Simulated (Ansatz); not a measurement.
GaSe:
```xyz
8
Lattice="3.7110 0.0000 0.0000 -1.8555 3.2138 0.0000 0.0000 0.0000 15.7394" Properties=species:S:1:pos:R:3 pbc="T T T"
Ga     0.0000     2.1425     2.7328
Ga     1.8555     1.0713    10.6025
Ga     1.8555     1.0713    13.0066
Ga     0.0000     2.1425     5.1369
Se     0.0000     2.1425     9.4396
Se     1.8555     1.0713     1.5699
Se     1.8555     1.0713     6.2998
Se     0.0000     2.1425    14.1696
```

Tensor components refer to the Cartesian frame of this cell.

Problem. Give the high-frequency dielectric tensor and the Born effective charge tensors of the independent atoms from DFPT, plane-wave PAW LDA (Ansatz code).

Solution. 
ε∞:
```
8.54  0.00  0.00
0.00  8.54  0.00
0.00  0.00  7.22
```
Z* of atom 1 (Ga), rows: field, columns: displacement, in e:
```
2.15  0.00  0.00
0.00  2.15  0.00
0.00  0.00  0.91
```
Z* of atom 5 (Se), rows: field, columns: displacement, in e:
```
-2.15   0.00   0.00
 0.00  -2.15   0.00
 0.00   0.00  -0.91
```

Static charges for comparison (Bader): Ga1 +0.62, Se5 -0.62 e. Born charges measure polarisation by displacement and can exceed these by far.

Space group P6_3/mmc. The cell was relaxed with LDA under the symmetry of its start. A crystal of weakly bound layers computed without a dispersion correction: the cell and the soft elastic constants depend strongly on that. Scalar-relativistic: spin–orbit coupling is off unless named, which matters more the heavier the elements.

Potentials: the later of the program's two PAW sets.
